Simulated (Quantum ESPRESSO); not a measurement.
## HPbNO4: changing the functional

```cif
data_structure
_symmetry_space_group_name_H-M 'P2_1'
_symmetry_Int_Tables_number 4
_cell_length_a 6.4274
_cell_length_b 4.1204
_cell_length_c 8.3429
_cell_angle_alpha 90.000
_cell_angle_beta 112.226
_cell_angle_gamma 90.000
_cell_volume 204.53
loop_
_atom_site_label
_atom_site_type_symbol
_atom_site_symmetry_multiplicity
_atom_site_Wyckoff_symbol
_atom_site_fract_x
_atom_site_fract_y
_atom_site_fract_z
_atom_site_occupancy
H1 H 2 a 0.29323 0.09634 0.51145 1
Pb1 Pb 2 a 0.98408 0.60545 0.29271 1
N1 N 2 a 0.59275 0.36591 0.79266 1
O1 O 2 a 0.12761 0.09171 0.45627 1
O2 O 2 a 0.41422 0.46208 0.80499 1
O3 O 2 a 0.78114 0.46517 0.89394 1
O4 O 2 a 0.58436 0.16282 0.67325 1
```

The cell comes from a database or a generator and needn't be the stable form of this composition.

Kept alike: task band structure; k mesh 5 × 4 × 3; occupations fermi-dirac, width 0.05 eV; no spin polarisation. Program: Quantum ESPRESSO, SG15 PBE 1.2, cutoff 1197 eV. The mesh is that of the run's cell of 14 atoms. No spin-orbit coupling.

| functional | band gap (eV) | pressure (GPa) |
| --- | --- | --- |
| LDA | 3.229 | -3.71 |
| PBE | 3.270 | 0.15 |
| PBEsol | 3.269 | -1.94 |
| r2SCAN | 3.768 | -3.44 |

Pressure is positive in compression; the values hold the error of the finite cutoff, so their zero can differ a little from the energy's minimum. Spin-orbit coupling, left out here, moves the band edges of heavy atoms and can close or invert small gaps. Gaps are the smaller of the mesh's and the band path's. All rows use potentials made for PBE.

Problem. What does the functional change here?

Solution. The band gap runs from 3.229 (LDA) to 3.768 eV (r2SCAN). From PBE: LDA -0.041; PBEsol -0.001; r2SCAN +0.498. The pressure runs from -3.71 (LDA) to 0.15 GPa (PBE). From PBE: LDA -3.86; PBEsol -2.09; r2SCAN -3.59.
